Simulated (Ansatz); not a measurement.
The computed numbers are results of PBEsol, scalar-relativistic (no spin polarisation) in the plane-wave PAW code Ansatz at 420 eV, 6×6×6 k-mesh, Gaussian smearing of 0.05 eV. The datasets are Ansatz's generated set soft_2.

A compound XCl3 has these computed properties.

```
Space group                                           : Pm-3m (No. 221)
Conventional cell                                     : a = 5.364 Å, b = 5.364 Å, c = 5.364 Å, α = 90.00°, β = 90.00°, γ = 90.00°
Volume                                                : 38.58 Å³/atom
Band gap                                              : 1.03 eV
Smallest direct gap                                   : 1.03 eV
Formation energy from the elements (0 K, uncorrected) : -0.96 eV/atom
Bulk modulus (Birch–Murnaghan)                        : 36 GPa
Pressure derivative B0′                               : 4.6
Shear modulus (Hill)                                  : 14.5 GPa
Young's modulus                                       : 38 GPa
Poisson's ratio                                       : 0.32
Elastically stable                                    : yes
```

Sites: X on 1a, Cl on 3d.

Which element is X?
A. At
B. Tl
C. Bi
D. Pb

C. X is Bi, so the compound is BiCl3.

The start was a prototype's sites filled with these elements. The Crystallography Open Database lists the compound in space group Pna21, so this is a trial structure. The ideal cubic cell shuts out tilts of the octahedra, which such structures often take.

Semilocal functionals underestimate band gaps, commonly by a third or more. No spin–orbit coupling, a notable omission for heavy elements.
